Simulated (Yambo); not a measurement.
Yambo run on RbH (rock salt, space group Fm-3m, No. 225). The wavefunctions are PBEsol (pw.x of Quantum ESPRESSO, ONCV potentials, scalar-relativistic) ones on a 4×4×4 mesh (5 occupied bands); a = b = c = 4.2484 Å, α = β = γ = 60.00°.

Yambo input:

```
rim_cut
gw0
dyson
el_el_corr
HF_and_locXC
ppa
em1d
RandQpts= 1000000
RandGvec= 1 Ry
EXXRLvcs= 72 Ry
VXCRLvcs= 288 Ry
Chimod= "HARTREE"
% BndsRnXp
 1 | 117 |
%
NGsBlkXp= 10 Ry
% LongDrXp
 1.0 | 1.0 | 1.0 |
%
PPAPntXp= 27.2114 eV
% GbndRnge
 1 | 117 |
%
GTermKind= "none"
DysSolver= "n"
ExtendOut
% QPkrange
 3 | 3 | 5 | 6 |
%
```

k points by index: 3 = L.

Resulting energies as the program prints them:

```
#    K-point    Band    Eo [eV]    E [eV]    E-Eo [eV]    Vxc [eV]    Vnlxc [eV]    Sc|Eo [eV]    Sc|E [eV]    dSc/dw|Eo [eV]    Re(Z)    Im(Z)
#
    3    5    0.000000    -1.863664    -1.863664    -10.11585    -13.63309    1.204991    1.653579    -6.549374    0.806003    -0.001532
    3    6    2.723265    3.403495    0.680230    -6.581760    -2.832965    -2.952806    -3.068564    -4.629863    0.854594    -0.001216
```
(The two width columns are left out.) Convergence of these settings isn't established.

Geometry of the Materials Project entry, not relaxed at this level.
